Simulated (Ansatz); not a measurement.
Hg2O:
```
Hg2O
1.0
    5.26761     0.00000     0.00000
    0.00000     5.26761     0.00000
    0.00000     0.00000     5.26761
O Hg
2 4
Direct
  0.00000   0.00000   0.00000
  0.50000   0.50000   0.50000
  0.25000   0.25000   0.25000
  0.75000   0.75000   0.25000
  0.75000   0.25000   0.75000
  0.25000   0.75000   0.75000
```

Relaxed with PBE.

Q: Which orbitals make up the states near the Fermi level in plane-wave PAW PBE (Ansatz code)?

A: Within 0.5 eV of the Fermi level: O 2p 38 %, Hg 6s 36 %, Hg 5d 7 %, outside the projected shells 19 %. Projections are on Löwdin-orthogonalised atomic valence shells; empty p or d shells of many metals are not among them.

Q: Tabulate the density of states.

A: States/eV per cell of 6 atoms, in 0.25 eV bins, energy from the Fermi level.

| E (eV) | total | Hg 5d | O 2p | Hg 6s |
|---|---|---|---|---|
| -7.85 | 4.51 | 3.31 | 1.07 | 0.07 |
| -7.60 | 8.12 | 6.77 | 1.23 | 0.03 |
| -7.35 | 28.40 | 26.73 | 1.12 | 0.50 |
| -7.10 | 41.20 | 39.38 | 0.70 | 1.05 |
| -6.85 | 51.46 | 50.60 | 0.34 | 0.41 |
| -6.60 | 7.55 | 7.32 | 0.12 | 0.06 |
| -6.35 | 0.33 | 0.28 | 0.03 | 0.01 |
| -6.10 | 0.04 | 0.03 | 0.00 | 0.00 |
| -5.85 | 1.01 | 0.22 | 0.31 | 0.43 |
| -5.60 | 6.21 | 1.68 | 1.61 | 2.67 |
| -5.35 | 4.66 | 1.28 | 1.21 | 2.05 |
| -5.10 | 2.56 | 0.65 | 0.78 | 1.06 |
| -4.85 | 1.49 | 0.34 | 0.56 | 0.55 |
| -4.60 | 4.97 | 1.04 | 2.25 | 1.59 |
| -4.35 | 14.22 | 2.48 | 8.56 | 2.86 |
| -4.10 | 12.89 | 2.10 | 8.93 | 1.54 |
| -3.85 | 0.07 | 0.01 | 0.03 | 0.02 |
| -3.60 | 0.13 | 0.02 | 0.06 | 0.03 |
| -3.35 | 0.20 | 0.03 | 0.10 | 0.05 |
| -3.10 | 0.30 | 0.05 | 0.14 | 0.08 |
| -2.85 | 0.42 | 0.06 | 0.20 | 0.12 |
| -2.60 | 0.60 | 0.09 | 0.29 | 0.18 |
| -2.35 | 0.90 | 0.12 | 0.40 | 0.30 |
| -2.10 | 2.90 | 0.26 | 0.86 | 1.41 |
| -1.85 | 2.21 | 0.17 | 0.57 | 1.16 |
| -1.60 | 0.67 | 0.05 | 0.20 | 0.33 |
| -1.35 | 1.34 | 0.13 | 0.50 | 0.56 |
| -1.10 | 1.63 | 0.15 | 0.63 | 0.67 |
| -0.85 | 1.62 | 0.14 | 0.61 | 0.68 |
| -0.60 | 1.31 | 0.11 | 0.49 | 0.55 |
| -0.35 | 0.87 | 0.07 | 0.32 | 0.33 |
| -0.10 | 0.91 | 0.04 | 0.22 | 0.20 |
| 0.15 | 7.95 | 0.61 | 3.28 | 2.83 |
| 0.40 | 4.81 | 0.28 | 1.66 | 1.91 |
| 0.65 | 3.12 | 0.12 | 0.83 | 1.17 |
| 0.90 | 2.20 | 0.05 | 0.41 | 0.60 |
| 1.15 | 2.75 | 0.04 | 0.35 | 0.53 |
| 1.40 | 3.39 | 0.03 | 0.23 | 0.41 |
| 1.65 | 2.63 | 0.01 | 0.12 | 0.24 |
| 1.90 | 2.53 | 0.01 | 0.07 | 0.17 |
| 2.15 | 2.18 | 0.00 | 0.04 | 0.11 |
| 2.40 | 1.25 | 0.00 | 0.02 | 0.06 |
| 2.65 | 0.42 | 0.00 | 0.01 | 0.02 |
| 2.90 | 1.68 | 0.00 | 0.03 | 0.06 |
| 3.15 | 2.09 | 0.00 | 0.04 | 0.07 |
| 3.40 | 1.92 | 0.00 | 0.04 | 0.07 |
| 3.65 | 1.18 | 0.00 | 0.02 | 0.03 |
| 3.90 | 1.50 | 0.00 | 0.02 | 0.03 |
| 4.15 | 2.59 | 0.00 | 0.04 | 0.05 |
| 4.40 | 3.29 | 0.00 | 0.05 | 0.04 |
| 4.65 | 1.77 | 0.00 | 0.02 | 0.01 |

Space group Pn-3m. The start of the workflow was typed in or built on a structure type; neither database checked (COD, Materials Project) lists it. Its standing as an ambient phase is unchecked. Symmetry was held in the PBE relaxation; whether a distortion lowers the energy is not shown. The volume moved by 21 % from the start of the relaxation. Scalar-relativistic: spin–orbit coupling is off unless named, which matters more the heavier the elements.

Potentials: the earlier of the program's two PAW sets.
